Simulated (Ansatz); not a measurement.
Input file for Ansatz (an electronic-structure program):

Ansatz 0.2 input:
```yaml
crystal:
  lattice:
    - [3.6660262394, 0.0, 0.0]
    - [0.0, 3.6660262394, 0.0]
    - [0.0, 0.0, 3.6660262394]
  atoms:
    - { symbol: Cu, position: [0.0, 0.0, 0.0] }
    - { symbol: I, position: [0.5, 0.5, 0.5] }
kpoints:
  mp_grid: { grid: [11, 11, 11] }
hamiltonian:
  xc: r2scan
  pseudopotentials: { azcp: { folder: ./paw }, kind: paw }
scf:
  occupations: { method: gaussian, width: 0.05 }
checkpoint: { read: metal.run }
output: { write_density: true, elf: true, volumetric_format: npy }
basis: { fft_grid_basis: typed }
```

Output (shortened):

```
Pseudopotential: Cu, paw, valence charge 19
Pseudopotential: I, paw, valence charge 17
Functional definition: r2SCAN
Crystal: 2 atoms, lattice volume = 49.270 Å³
Basis set: ecut = 500 eV, 1237 PW (Γ), exchange–correlation on 108×108×108 points (64 copies of the dense FFT grid, shifted against one another)
Bands: 26, of which v1, the nominal top of the filled ones, is band 18 counted from 1 (17 counted from 0)
Symmetry: 48 space group operations
Space group: Pm-3m (ITA 221), of the structure as read, at distance tolerance 3.7e-5 Å
k-points: 56 of 1331
Stability of the state it starts from, as read at its close in the unpolarized treatment …
iter 1 solved again at ethr=1.20e-7 eV; its pass at ethr=3.10e-3 eV (dr2=4.32e-5 eV) is discarded
SCF iter   1: F=—  HF=-14158.247569 eV  |F-HF|=—  |Δ(HF+E_count)|=         —  Δρ=1.59e-6  dr2=6.23e-10  dr2_τ=5.91e-11  ethr=1.20e-7  ⟨swp⟩=4.1  Hψ=12083  notcnv=0
preconditioner: auto → Resta (q_TF=auto, 2.589 Å⁻¹)
SCF iter   2: F=-14158.247569 eV  HF=-14158.247569 eV  |F-HF|=1.71e-10  |Δ(HF+E_count)|=   3.53e-8  Δρ=9.18e-7  dr2=2.22e-10  dr2_τ=4.45e-11  ethr=1.73e-12  ⟨swp⟩=7.8  Hψ=7566  notcnv=0
SCF 1 converged in 2 iterations: F = -14158.247569 eV  dr2 = 2.22e-10
SCF converged after 2 iterations
Free energy (F): -14158.247569 eV
Harris-Foulkes:  -14158.247569 eV  (|F-HF|=1.71e-10)
Internal energy: -14158.246947 eV  (E = F + TS)
E sigma→0 (E₀):  -14158.247258 eV
Entropy (-TS):   -0.000622 eV (-0.311 meV/atom)
Fermi energy:    9.594684 eV
--- Per-component energies (eV) ---
  E_band       = -830.625954
  E_kinetic    = 415.447428
  E_local      = -7379.865534  (includes V_loc(G=0)·N_el)
  E_nonlocal   = 1035.825761
  E_hartree    = 3221.397090
  E_xc         = -160.041977
  E_vxc        = -203.585716  (∫ρ·V_xc dr)
  E_paw        = -6651.398881  (= ΣΔE_a)
  E_vpaw       = -1152.832397  (= ΣTr[D̂ρ^β])
  E_aug_tail   = -0.000299  (compensation charges beyond the density's cutoff)
  E_vtau       = 11.589457  (kinetic-family band-sum trace: ∫τ·v_τ [+ j·A + Jᵃ·Aᵃ] dr)
  E_ewald      = -4639.382518
  E_core_change = -0.228016  (= ΣΔE_core)
  E_smearing   = -0.000622  (= −TS)
  E_closure    =  0.000000  (closes the sum)
  Σ components = -14158.247569   (vs F -14158.247569, Δ=0.00e0)
  [band-id]    e_kinetic+e_local+e_nonlocal+2·e_hartree+e_vxc+e_vpaw+e_augmentation_tail+e_vtau = -830.627121   (vs E_band -830.625954, Δ=-1.17e-3)
--- Band table (eV; the first three rows and the last of 56) ---
  k-point 0: bands = ["-105.4550", "-61.3440", "-61.3440", "-61.3440", "-36.3252", "-36.3252", "-36.3189", "-36.3189", "-36.3189", "-4.6035", "7.6649", "7.6649", "7.9426", "7.9426", "7.9426", "8.0375", "8.0375", "8.0375", "9.7486", "15.5544", "15.5544", …
  k-point 1: bands = ["-105.4550", "-61.3441", "-61.3441", "-61.3441", "-36.3252", "-36.3248", "-36.3190", "-36.3190", "-36.3189", "-4.5523", "7.0814", "7.6720", "7.7430", "7.7430", "7.8580", "8.0388", "8.2939", "8.2939", "10.2832", "15.6072", "15.9171", …
  k-point 2: bands = ["-105.4550", "-61.3442", "-61.3440", "-61.3440", "-36.3252", "-36.3236", "-36.3193", "-36.3193", "-36.3189", "-4.4084", "5.9107", "7.5577", "7.5577", "7.6911", "7.9255", "8.0425", "8.6409", "8.6409", "11.0630", "15.7626", "16.6677", …
  k-point 55: bands = ["-105.4550", "-61.3444", "-61.3444", "-61.3444", "-36.3213", "-36.3213", "-36.3213", "-36.3167", "-36.3167", "-2.5890", "5.3226", "5.3226", "5.3416", "8.1758", "8.1758", "8.6835", "8.8072", "8.8072", "11.2320", "11.9439", "11.9439", …
```

Cost: very roughly 5 core-seconds on shared cores.

The start of the workflow was typed in or built on a structure type; neither database checked (COD, Materials Project) lists it. It is not the phase usual at ambient conditions (space group No. 216). The cell was relaxed with r²SCAN under the symmetry of its start. At this level the phase is mechanically unstable. The run is not spin-polarised. Its formation energy is positive at this level, so the cell may be metastable or incomplete. Spin–orbit coupling is left out wherever it is not named.

Potentials: the earlier of the program's two PAW sets.

Ansatz is a plane-wave DFT program.
